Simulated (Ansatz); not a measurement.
# zincblende-structured EuBi

Method: PBEsol, scalar-relativistic; collinear spin; PAW, 420 eV, 8×8×8 k-mesh, Gaussian smearing of 0.05 eV; code Ansatz. The datasets are Ansatz's generated set soft_2.

```
CELL_PARAMETERS angstrom
0.00000 3.63308 3.63308
3.63308 0.00000 3.63308
3.63308 3.63308 0.00000
ATOMIC_POSITIONS crystal
Eu 0.00000 0.00000 0.00000
Bi 0.25000 0.25000 0.25000
```

This is a trial structure: such lanthanide and actinide compounds mostly take the rock-salt structure.

Magnetic state: ferromagnetic, site spin moments Eu 6.57; Bi -0.32 μB.

The cell above was scaled in volume, its shape and atoms being fixed by the lattice's symmetry. Energies are counted from the cell above.

```csv
V (Å³/atom),ΔE (meV/atom),P (GPa),largest moment (μB)
46.04,5.7,0.98,6.55
46.99,1.4,0.46,6.56
47.95,0.0,0.00,6.57
48.91,1.3,-0.42,6.58
49.87,?,?,?
```

Fill in the withheld row.

ΔE (meV/atom): 4.9, P (GPa): -0.79, largest moment (μB): 6.59.

What do the points give for the equilibrium volume, the bulk modulus and its pressure derivative (third-order Birch–Murnaghan)?

V0 = 47.95 Å³/atom, B0 = 22 GPa, B0′ = 4.3.

B0·V0 = 22.0 GPa × 47.95 Å³ = 6.58 eV/atom sets the scale: near the minimum ΔE ≈ ½ B0 V0 x², with x = V/V0 − 1, and a pressure of 0.22 GPa squeezes the volume by about 1 %. At the ends of the curve: x = −4.0 % predicts 5.3 meV/atom and the run gives 5.7; x = +4.0 % predicts 5.3 meV/atom and the run gives 4.9. The curve is steeper than the parabola on the compressed side and flatter on the expanded side: the bulk modulus rises with pressure.

Without a U the 4f levels of Eu lie too near the Fermi level, so their share of the states there, and what hangs on it, is overstated. Scalar-relativistic only: spin–orbit splittings of the heavy atoms' levels are missing. Site moments are of spin, integrated over atomic spheres. For an f⁶ shell, the formal count of Eu here, Hund's rules give L = S = 3 and J = 0, a non-magnetic ion. Spin-polarised DFT, with or without U, favours a large spin moment instead, a known failure, so moments and magnetic energies here aren't predictions. No antiparallel order was tried. The run is a metal.
